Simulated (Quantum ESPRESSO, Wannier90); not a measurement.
# Wannierisation of Hf (P6/mmm, model phase)

```
begin unit_cell_cart
ang
    4.9623300684    0.0000000000    0.0000000000
   -2.4811650342    4.2975039012    0.0000000000
    0.0000000000    0.0000000000    3.0862300000
end unit_cell_cart
begin atoms_frac
Hf  -0.3333333333  0.3333333333  0.5000000000
Hf   0.3333333333 -0.3333333333  0.5000000000
Hf   0.0000000000  0.0000000000  0.0000000000
end atoms_frac
```

Cell from Materials Project (mp-1009460), symmetrised, no further relaxation. This isn't the element's usual structure (hcp); take it as a model of another phase. Method: PBEsol plane waves in Quantum ESPRESSO 7.5 (PseudoDojo norm-conserving files, 47 Ry, spinors with spin-orbit coupling), Bloch states on a 4×4×6 mesh through Γ, Wannier90 4.0.1. Density: 12×12×14 mesh, cold smearing 0.01 Ry.

A tight-binding model is made by disentanglement and projection with no localisation steps (num_iter = 0), so the 54 orbitals stay atom-like: hydrogen-like Hf: s;p;d, axes along x, y, z; frozen window up to 1.50 eV relative to the Fermi level. It follows pw.x to 16 meV rms for states up to 1.0 eV relative to the Fermi level. Matrix elements depend on this choice of orbitals and windows.

What are the on-site energies relative to the Fermi level, and how fast do the hoppings decay?


| atom | orbitals | energy (eV) |
|---|---|---|
| Hf1 | s↑ s↓ | 5.25 |
| Hf1 | pz↑ pz↓ | 10.75 |
| Hf1 | px↑ px↓ py↑ py↓ | 11.59 |
| Hf1 | dz2↑ dz2↓ | 3.49 |
| Hf1 | dxz↑ dxz↓ dyz↑ dyz↓ | 3.08 |
| Hf1 | dx2-y2↑ dx2-y2↓ dxy↑ dxy↓ | 3.52 |
| Hf2 | s↑ s↓ | 5.25 |
| Hf2 | pz↑ pz↓ | 10.75 |
| Hf2 | px↑ px↓ py↑ py↓ | 11.59 |
| Hf2 | dz2↑ dz2↓ | 3.49 |
| Hf2 | dxz↑ dxz↓ dyz↑ dyz↓ | 3.08 |
| Hf2 | dx2-y2↑ dx2-y2↓ dxy↑ dxy↓ | 3.52 |
| Hf3 | s↑ s↓ | 4.34 |
| Hf3 | pz↑ pz↓ | 11.23 |
| Hf3 | px↑ px↓ py↑ py↓ | 10.80 |
| Hf3 | dz2↑ dz2↓ | 3.33 |
| Hf3 | dxz↑ dxz↓ dyz↑ dyz↓ | 3.20 |
| Hf3 | dx2-y2↑ dx2-y2↓ dxy↑ dxy↓ | 3.12 |

```csv
distance of the centres (Å),largest modulus (eV)
2–3,2.1
3–4,2.8
4–5,0.24
5–6,0.45
6–7,0.16
7–8,0.048
```
